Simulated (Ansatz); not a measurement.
**Scan of one atom of the cell for TaN (rock salt)**

Starting cell, TaN (rock salt):

```yaml
crystal:
  lattice:
    - [0.00000, 4.37460, 4.37460]
    - [2.18730, 0.00000, 2.18730]
    - [2.18730, 2.18730, 0.00000]
  atoms:
    - { symbol: N, position: [0.00000, 0.00000, 0.00000] }
    - { symbol: N, position: [0.50000, 0.00000, 0.00000] }
    - { symbol: Ta, position: [0.25000, 0.50000, 0.50000] }
    - { symbol: Ta, position: [0.75000, 0.50000, 0.50000] }
```

In this cell atom 1 (N, nearest neighbour Ta at 2.187 Å; its periodic images, 3.1 Å or more away, move with it) is moved by s along Cartesian x, unit vector (1.000, 0.000, 0.000); all other atoms and the cell stay fixed.

The numbers are results of PBEsol (plane waves to 420 eV, PAW, scalar-relativistic; Ansatz, an electronic-structure program), not measurements. k mesh 15×15×15 (Γ-centred), Fermi-Dirac smearing 0.05 eV. Energies are smeared free energies. Stress and pressure are positive under compression. With partly filled bands, energies and forces of such displacements shift with the k mesh and the smearing. F∥ is the force on the atom along that direction. F⊥ is the part of the force across the line. Spin-orbit coupling is left out, though Ta is heavy. TaN is run without spin polarisation. TaN was relaxed with its symmetry unable to fall. The PAW data are Ansatz's earlier set. This is a high-temperature form of TaN. The zero of ΔE is the undisplaced structure.

```tsv
s (Å)	ΔE (meV/cell)	P (GPa)	|F⊥| (eV/Å)	F∥ (eV/Å)
-0.220	325	4.8	0.166	3.145
-0.176	203	3.0	0.137	2.408
-0.132	112	1.7	0.107	1.744
-0.088	49	0.7	0.073	1.130
-0.044	12	0.2	0.037	0.554
0.000	0	0.0	0.000	0.000
0.044	12	0.2	0.037	-0.554
0.088	49	0.7	0.073	-1.130
0.132	112	1.7	0.107	-1.744
0.176	203	3.0	0.137	-2.408
0.220	325	4.8	0.166	-3.145
```

Derived quantities:

| Property | Value |
|---|---|
| Energy at s = 0.220 Å | 325 meV/cell |
| Force along the line at s = -0.220 Å | 3.15 eV/Å |
| Symmetry of the curve | even: the same for both signs |
| Shape of the curve | a single well with its minimum at or next to zero displacement |
| Force constant k = d²E/ds² at s = 0 (finite differences) | 12.5 eV/Å² |
| Harmonic estimate at the end of the scan | ½ks² = 303 meV/cell against the computed 325 meV/cell, so the well is stiffer than harmonic there |

The 11 points together took around 25 core-minutes (rough).

(A displaced cell: forces are minus the slopes of the energy, force constants its curvatures, and phonons follow from these.)
